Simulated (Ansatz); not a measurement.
LiF:
```
LiF
1.0
    3.32922     0.00000     0.00000
   -1.66461     2.88319     0.00000
    0.00000     0.00000     4.09472
Li F
2 2
Direct
  0.33333   0.66667   0.75000
  0.66667   0.33333   0.25000
  0.66667   0.33333   0.75000
  0.33333   0.66667   0.25000
```

Relaxed with PBE.

### Question
Which orbitals make up the states near the band edges in DFT-PBE in the program Ansatz with PAW potentials?

### Answer
Top 1 eV of the valence band: F 2p 99 %. Bottom 1 eV of the conduction band: Li 2s 66 %, F 2s 19 %, Li 1s 7 %. Projections are on Löwdin-orthogonalised atomic valence shells; empty p or d shells of many metals are not among them.

### Question
Tabulate the density of states.

### Answer
States/eV per cell of 4 atoms, in 0.25 eV bins, energy from the valence-band maximum.

| E (eV) | total | F 2p | Li 2s | F 2s |
|---|---|---|---|---|
| -2.80 | 0.00 | 0.00 | 0.00 | 0.00 |
| -2.55 | 0.43 | 0.42 | 0.00 | 0.00 |
| -2.30 | 2.59 | 2.45 | 0.09 | 0.00 |
| -2.05 | 4.87 | 4.55 | 0.25 | 0.01 |
| -1.80 | 5.07 | 4.79 | 0.20 | 0.01 |
| -1.55 | 4.38 | 4.19 | 0.11 | 0.01 |
| -1.30 | 5.75 | 5.58 | 0.08 | 0.01 |
| -1.05 | 6.43 | 6.27 | 0.06 | 0.01 |
| -0.80 | 5.27 | 5.18 | 0.03 | 0.01 |
| -0.55 | 6.55 | 6.48 | 0.01 | 0.00 |
| -0.30 | 6.02 | 5.98 | 0.01 | 0.00 |
| -0.05 | 0.64 | 0.63 | 0.00 | 0.00 |
| 0.20 | 0.00 | 0.00 | 0.00 | 0.00 |
| 0.45 | 0.00 | 0.00 | 0.00 | 0.00 |
| 0.70 | 0.00 | 0.00 | 0.00 | 0.00 |
| 0.95 | 0.00 | 0.00 | 0.00 | 0.00 |
| 1.20 | 0.00 | 0.00 | 0.00 | 0.00 |
| 1.45 | 0.00 | 0.00 | 0.00 | 0.00 |
| 1.70 | 0.00 | 0.00 | 0.00 | 0.00 |
| 1.95 | 0.00 | 0.00 | 0.00 | 0.00 |
| 2.20 | 0.00 | 0.00 | 0.00 | 0.00 |
| 2.45 | 0.00 | 0.00 | 0.00 | 0.00 |
| 2.70 | 0.00 | 0.00 | 0.00 | 0.00 |
| 2.95 | 0.00 | 0.00 | 0.00 | 0.00 |
| 3.20 | 0.00 | 0.00 | 0.00 | 0.00 |
| 3.45 | 0.00 | 0.00 | 0.00 | 0.00 |
| 3.70 | 0.00 | 0.00 | 0.00 | 0.00 |
| 3.95 | 0.00 | 0.00 | 0.00 | 0.00 |
| 4.20 | 0.00 | 0.00 | 0.00 | 0.00 |
| 4.45 | 0.00 | 0.00 | 0.00 | 0.00 |
| 4.70 | 0.00 | 0.00 | 0.00 | 0.00 |
| 4.95 | 0.00 | 0.00 | 0.00 | 0.00 |
| 5.20 | 0.00 | 0.00 | 0.00 | 0.00 |
| 5.45 | 0.00 | 0.00 | 0.00 | 0.00 |
| 5.70 | 0.00 | 0.00 | 0.00 | 0.00 |
| 5.95 | 0.00 | 0.00 | 0.00 | 0.00 |
| 6.20 | 0.00 | 0.00 | 0.00 | 0.00 |
| 6.45 | 0.00 | 0.00 | 0.00 | 0.00 |
| 6.70 | 0.00 | 0.00 | 0.00 | 0.00 |
| 6.95 | 0.00 | 0.00 | 0.00 | 0.00 |
| 7.20 | 0.00 | 0.00 | 0.00 | 0.00 |
| 7.45 | 0.00 | 0.00 | 0.00 | 0.00 |
| 7.70 | 0.07 | 0.00 | 0.05 | 0.02 |
| 7.95 | 0.15 | 0.01 | 0.10 | 0.03 |
| 8.20 | 0.22 | 0.01 | 0.15 | 0.04 |
| 8.45 | 0.29 | 0.02 | 0.19 | 0.05 |
| 8.70 | 0.36 | 0.02 | 0.24 | 0.05 |
| 8.95 | 0.43 | 0.03 | 0.29 | 0.06 |
| 9.20 | 0.52 | 0.04 | 0.36 | 0.06 |
| 9.45 | 0.61 | 0.04 | 0.42 | 0.06 |
| 9.70 | 0.72 | 0.05 | 0.49 | 0.06 |
| 9.95 | 0.88 | 0.06 | 0.57 | 0.05 |
| 10.20 | 1.18 | 0.07 | 0.69 | 0.04 |
| 10.45 | 1.29 | 0.06 | 0.64 | 0.03 |
| 10.70 | 1.16 | 0.04 | 0.46 | 0.02 |
| 10.95 | 0.94 | 0.03 | 0.31 | 0.01 |
| 11.20 | 0.74 | 0.02 | 0.22 | 0.01 |
| 11.45 | 0.66 | 0.01 | 0.18 | 0.01 |
| 11.70 | 0.61 | 0.01 | 0.16 | 0.00 |

Space group P6_3/mmc. The start of the workflow was typed in or built on a structure type; neither database checked (COD, Materials Project) lists it. It is not the phase usual at ambient conditions (space group No. 225). Symmetry was held in the PBE relaxation; whether a distortion lowers the energy is not shown.

Potentials: the earlier of the program's two PAW sets.
